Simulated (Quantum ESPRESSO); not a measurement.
Cu2Ru3In2Al, one run as intended and one with a planted mistake

Computed values, not a measurement. The program is pw.x of Quantum ESPRESSO 7.5 (plane-wave density functional theory). The cell is made up: eight metal atoms on a hexagonal close-packed lattice, with elements, volume, strain and displacements drawn at random and not relaxed, so it may be unstable or far from any real phase. PseudoDojo standard norm-conserving files set the functional (PBE unless stated); there is no spin polarisation or spin-orbit coupling, the Fermi-Dirac width of 0.25 eV means electrons at about 2900 K, and the masses in the input are unused placeholders. The copper pseudopotential is less sure than most, with forces differing by about three percent and pressure by about two GPa from a second method on plain copper. A spin test at this wide smearing found no moment, but such smearing suppresses magnetism that the real alloy may have.

Intended input:

```
&control calculation='scf', pseudo_dir='./dojo.nc.sr.pbe.v0_5.standard.upf', outdir='./o', disk_io='minimal', tprnfor=.true., tstress=.true. /
&system ibrav=0, nat=8, ntyp=4, nbnd=71, ecutwfc=92.02030273, nosym=.true., tot_charge=0,
 occupations='smearing', smearing='fd', degauss=0.0183746611
/
&electrons conv_thr=1.470e-08, electron_maxstep=70, mixing_beta=0.5 /
ATOMIC_SPECIES
Al 1.0 Al.upf
Cu 1.0 Cu.upf
In 1.0 In.upf
Ru 1.0 Ru.upf
CELL_PARAMETERS angstrom
4.0921 -2.4247 0.0011
-2.729 0.0006 -4.5168
2.6965 4.7948 0.0189
ATOMIC_POSITIONS angstrom
Cu 0.0064 0.0114 0.0266
Ru 1.3443 2.4051 0.0047
Ru -0.0137 1.5827 -2.2489
In 1.2992 4.0018 -2.2525
In 2.6982 0.0391 0.0261
Cu 4.1176 2.4074 0.0029
Ru 1.4327 -0.8393 -2.2255
Al 2.7043 1.5742 -2.2905
K_POINTS automatic
6 5 5 1 1 1
```

The log is shortened where brackets say so; the opening notice, blank lines, dates and the lines on written files are dropped, and the path of the files is cut. It prints rydbergs, bohrs and kilobars, and counts compression as positive stress. Its total energy is the free energy E - TS of the whole cell.

Log of the intended run:

```
     Program PWSCF v.7.5
     Parallel version (MPI & OpenMP), running on       4 processor cores
     Number of MPI processes:                 4
     Threads/MPI process:                     1
     [start-up lines left out]
     bravais-lattice index     =            0
     lattice parameter (alat)  =       8.9885  a.u.
     unit-cell volume          =     796.4086 (a.u.)^3
     number of atoms/cell      =            8
     number of atomic types    =            4
     number of electrons       =       115.00
     number of Kohn-Sham states=           71
     kinetic-energy cutoff     =      92.0203  Ry
     charge density cutoff     =     368.0812  Ry
     scf convergence threshold =      1.5E-08
     mixing beta               =       0.5000
     number of iterations used =            8  plain     mixing
     Exchange-correlation= PBE
                           (   1   4   3   4   0   0   0)
     [axes and pseudopotential details left out]
   Cartesian axes
     site n.     atom                  positions (alat units)
         1        Cu     tau(   1) = (   0.0013455   0.0023967   0.0055923  )
         2        Ru     tau(   2) = (   0.2826228   0.5056431   0.0009881  )
         3        Ru     tau(   3) = (  -0.0028803   0.3327435  -0.4728039  )
         4        In     tau(   4) = (   0.2731410   0.8413299  -0.4735608  )
         5        In     tau(   5) = (   0.5672638   0.0082203   0.0054872  )
         6        Cu     tau(   6) = (   0.8656755   0.5061266   0.0006097  )
         7        Ru     tau(   7) = (   0.3012078  -0.1764526  -0.4678844  )
         8        Al     tau(   8) = (   0.5685463   0.3309565  -0.4815498  )
     number of k points=    75  Fermi-Dirac smearing, width (Ry)=  0.0184
                       cart. coord. in units 2pi/alat
        k(    1) = (   0.1170860   0.0340486  -0.1760448), wk =   0.0266667
        k(    2) = (   0.2053673   0.1830143  -0.2293635), wk =   0.0266667
     [further k points left out]
     Dense  grid:    95051 G-vectors     FFT dimensions: (  60,  64,  64)
     Estimated max dynamical RAM per process >     407.11 MB
     Estimated total dynamical RAM >       1.52 GB
     Initial potential from superposition of free atoms
     starting charge     114.9868, renormalised to     115.0000
     Starting wfcs are   72 randomized atomic wfcs
     total cpu time spent up to now is        6.3 secs
     per-process dynamical memory:   336.3 Mb
     Self-consistent Calculation
     iteration #  1     ecut=    92.02 Ry     beta= 0.50
     Davidson diagonalization with overlap
     ethr =  1.00E-02,  avg # of iterations =  5.7
     total cpu time spent up to now is       24.6 secs
     total energy              =   -1632.45531435 Ry
     estimated scf accuracy    <       4.67081309 Ry
     iteration #  2     ecut=    92.02 Ry     beta= 0.50
     Davidson diagonalization with overlap
     ethr =  4.06E-03,  avg # of iterations =  3.0
     total cpu time spent up to now is       41.5 secs
     total energy              =   -1634.00617148 Ry
     estimated scf accuracy    <      15.70513121 Ry
     [iterations 3 to 15 left out]
     iteration # 16     ecut=    92.02 Ry     beta= 0.50
     Davidson diagonalization with overlap
     ethr =  1.46E-10,  avg # of iterations =  1.1
     total cpu time spent up to now is      236.0 secs
     total energy              =   -1635.32947342 Ry
     estimated scf accuracy    <       0.00000003 Ry
     iteration # 17     ecut=    92.02 Ry     beta= 0.50
     Davidson diagonalization with overlap
     ethr =  2.90E-11,  avg # of iterations =  2.0
     total cpu time spent up to now is      249.4 secs
     End of self-consistent calculation
     [lines on levels left out]
!    total energy              =   -1635.32947342 Ry
     estimated scf accuracy    <          3.5E-09 Ry
     smearing contrib. (-TS)   =      -0.09516465 Ry
     internal energy E=F+TS    =   -1635.23430877 Ry
     The total energy is F=E-TS. E is the sum of the following terms:
     one-electron contribution =    -717.23149823 Ry
     hartree contribution      =     439.28066024 Ry
     xc contribution           =    -278.51062600 Ry
     ewald contribution        =   -1078.77284478 Ry
     convergence has been achieved in  17 iterations
     Forces acting on atoms (cartesian axes, Ry/au):
     atom    1 type  2   force =    -0.01147899   -0.00425877   -0.00784953
     atom    2 type  4   force =     0.02381813    0.00920794    0.00910053
     atom    3 type  4   force =     0.02514125    0.01802297    0.00488498
     atom    4 type  3   force =     0.00789053   -0.01843140    0.04384851
     atom    5 type  3   force =     0.03489362   -0.00985485   -0.02345951
     atom    6 type  2   force =    -0.01952655   -0.00308639    0.00730889
     atom    7 type  4   force =    -0.03590612    0.00830093   -0.01280192
     atom    8 type  1   force =    -0.02483187    0.00009958   -0.02103196
     Total force =     0.095615     Total SCF correction =     0.000387
     Computing stress (Cartesian axis) and pressure
          total   stress  (Ry/bohr**3)                   (kbar)     P=       68.86
   0.00050139  -0.00004532  -0.00003662           73.76       -6.67       -5.39
  -0.00004532   0.00045607  -0.00011922           -6.67       67.09      -17.54
  -0.00003662  -0.00011922   0.00044675           -5.39      -17.54       65.72
     init_run     :      5.93s CPU      6.21s WALL (       1 calls)
     electrons    :    236.97s CPU    243.08s WALL (       1 calls)
     forces       :      2.12s CPU      2.12s WALL (       1 calls)
     stress       :      7.35s CPU      7.35s WALL (       1 calls)
     [timing details left out]
     PWSCF        :   4m12.51s CPU   4m18.92s WALL
     JOB DONE.
```

A second run has one planted mistake: the cell and the positions are scaled by a wrong factor. The input lines that differ:

```
- 4.0921 -2.4247 0.0011
- -2.729 0.0006 -4.5168
- 2.6965 4.7948 0.0189
+ 4.1592 -2.4645 0.0011
+ -2.7738 0.0006 -4.5909
+ 2.7407 4.8734 0.0192
- Cu 0.0064 0.0114 0.0266
- Ru 1.3443 2.4051 0.0047
- Ru -0.0137 1.5827 -2.2489
- In 1.2992 4.0018 -2.2525
- In 2.6982 0.0391 0.0261
- Cu 4.1176 2.4074 0.0029
- Ru 1.4327 -0.8393 -2.2255
- Al 2.7043 1.5742 -2.2905
+ Cu 0.0065 0.0116 0.027
+ Ru 1.3663 2.4445 0.0048
+ Ru -0.0139 1.6087 -2.2858
+ In 1.3205 4.0674 -2.2894
+ In 2.7425 0.0397 0.0265
+ Cu 4.1851 2.4469 0.0029
+ Ru 1.4562 -0.8531 -2.262
+ Al 2.7487 1.6 -2.3281
```

Its log:

```
     Program PWSCF v.7.5
     Parallel version (MPI & OpenMP), running on       4 processor cores
     Number of MPI processes:                 4
     Threads/MPI process:                     1
     [start-up lines left out]
     bravais-lattice index     =            0
     lattice parameter (alat)  =       9.1359  a.u.
     unit-cell volume          =     836.2398 (a.u.)^3
     number of atoms/cell      =            8
     number of atomic types    =            4
     number of electrons       =       115.00
     number of Kohn-Sham states=           71
     kinetic-energy cutoff     =      92.0203  Ry
     charge density cutoff     =     368.0812  Ry
     scf convergence threshold =      1.5E-08
     mixing beta               =       0.5000
     number of iterations used =            8  plain     mixing
     Exchange-correlation= PBE
                           (   1   4   3   4   0   0   0)
     [axes and pseudopotential details left out]
   Cartesian axes
     site n.     atom                  positions (alat units)
         1        Cu     tau(   1) = (   0.0013445   0.0023994   0.0055848  )
         2        Ru     tau(   2) = (   0.2826126   0.5056332   0.0009929  )
         3        Ru     tau(   3) = (  -0.0028751   0.3327519  -0.4728068  )
         4        In     tau(   4) = (   0.2731391   0.8413223  -0.4735515  )
         5        In     tau(   5) = (   0.5672730   0.0082118   0.0054814  )
         6        Cu     tau(   6) = (   0.8656680   0.5061296   0.0005999  )
         7        Ru     tau(   7) = (   0.3012080  -0.1764597  -0.4678839  )
         8        Al     tau(   8) = (   0.5685555   0.3309524  -0.4815564  )
     number of k points=    75  Fermi-Dirac smearing, width (Ry)=  0.0184
                       cart. coord. in units 2pi/alat
        k(    1) = (   0.1170863   0.0340491  -0.1760454), wk =   0.0266667
        k(    2) = (   0.2053693   0.1830156  -0.2293661), wk =   0.0266667
     [further k points left out]
     Dense  grid:    99677 G-vectors     FFT dimensions: (  60,  64,  72)
     Estimated max dynamical RAM per process >     428.28 MB
     Estimated total dynamical RAM >       1.60 GB
     Initial potential from superposition of free atoms
     starting charge     114.9868, renormalised to     115.0000
     Starting wfcs are   72 randomized atomic wfcs
     total cpu time spent up to now is        8.9 secs
     per-process dynamical memory:   354.0 Mb
     Self-consistent Calculation
     iteration #  1     ecut=    92.02 Ry     beta= 0.50
     Davidson diagonalization with overlap
     ethr =  1.00E-02,  avg # of iterations =  5.6
     total cpu time spent up to now is       31.0 secs
     total energy              =   -1632.33310641 Ry
     estimated scf accuracy    <       4.83807890 Ry
     iteration #  2     ecut=    92.02 Ry     beta= 0.50
     Davidson diagonalization with overlap
     ethr =  4.21E-03,  avg # of iterations =  3.0
     total cpu time spent up to now is       51.5 secs
     total energy              =   -1633.88924257 Ry
     estimated scf accuracy    <      17.16902925 Ry
     [iterations 3 to 15 left out]
     iteration # 16     ecut=    92.02 Ry     beta= 0.50
     Davidson diagonalization with overlap
     ethr =  1.67E-10,  avg # of iterations =  1.0
     total cpu time spent up to now is      287.1 secs
     total energy              =   -1635.33661440 Ry
     estimated scf accuracy    <       0.00000002 Ry
     iteration # 17     ecut=    92.02 Ry     beta= 0.50
     Davidson diagonalization with overlap
     ethr =  1.97E-11,  avg # of iterations =  1.9
     total cpu time spent up to now is      302.8 secs
     End of self-consistent calculation
     [lines on levels left out]
!    total energy              =   -1635.33661440 Ry
     estimated scf accuracy    <          3.8E-09 Ry
     smearing contrib. (-TS)   =      -0.10098648 Ry
     internal energy E=F+TS    =   -1635.23562792 Ry
     The total energy is F=E-TS. E is the sum of the following terms:
     one-electron contribution =    -744.43365400 Ry
     hartree contribution      =     448.78981518 Ry
     xc contribution           =    -278.22665244 Ry
     ewald contribution        =   -1061.36513667 Ry
     convergence has been achieved in  17 iterations
     Forces acting on atoms (cartesian axes, Ry/au):
     atom    1 type  2   force =    -0.00880681   -0.00236122   -0.00704288
     atom    2 type  4   force =     0.01862372    0.00489729    0.00938302
     atom    3 type  4   force =     0.01920528    0.01616456    0.00373151
     atom    4 type  3   force =     0.00711839   -0.01418885    0.04200256
     atom    5 type  3   force =     0.03281349   -0.00709579   -0.02108225
     atom    6 type  2   force =    -0.01849732   -0.00362203    0.00561259
     atom    7 type  4   force =    -0.02598875    0.00853448   -0.01273265
     atom    8 type  1   force =    -0.02446801   -0.00232844   -0.01987189
     Total force =     0.084377     Total SCF correction =     0.000236
     Computing stress (Cartesian axis) and pressure
          total   stress  (Ry/bohr**3)                   (kbar)     P=      -12.42
  -0.00006515  -0.00004135  -0.00003380           -9.58       -6.08       -4.97
  -0.00004135  -0.00009624  -0.00011123           -6.08      -14.16      -16.36
  -0.00003380  -0.00011123  -0.00009181           -4.97      -16.36      -13.51
     init_run     :      7.29s CPU      7.63s WALL (       1 calls)
     electrons    :    287.59s CPU    293.93s WALL (       1 calls)
     forces       :      2.50s CPU      2.50s WALL (       1 calls)
     stress       :      8.52s CPU      8.53s WALL (       1 calls)
     [timing details left out]
     PWSCF        :   5m 7.22s CPU   5m13.95s WALL
     JOB DONE.
```

```
                                            intended run  run with the mistake
                          free energy (eV)    -22249.791            -22249.888
         entropy term -TS, part of it (eV)        -1.295                -1.374
                            pressure (GPa)          6.89                 -1.24
size of the largest force component (eV/Å)         1.127                 1.080
largest change of a force component (eV/Å)                               0.255
                                iterations            17                    17
```

For scale, a rerun of the intended cell at a higher cutoff and on a denser mesh moved values by no more than 0.003 eV in energy, 0.02 GPa in stress and 0.003 eV/Å in force, and a second program with other atomic files agreed on that cell to 2 % rms in force and 0.5 GPa in pressure.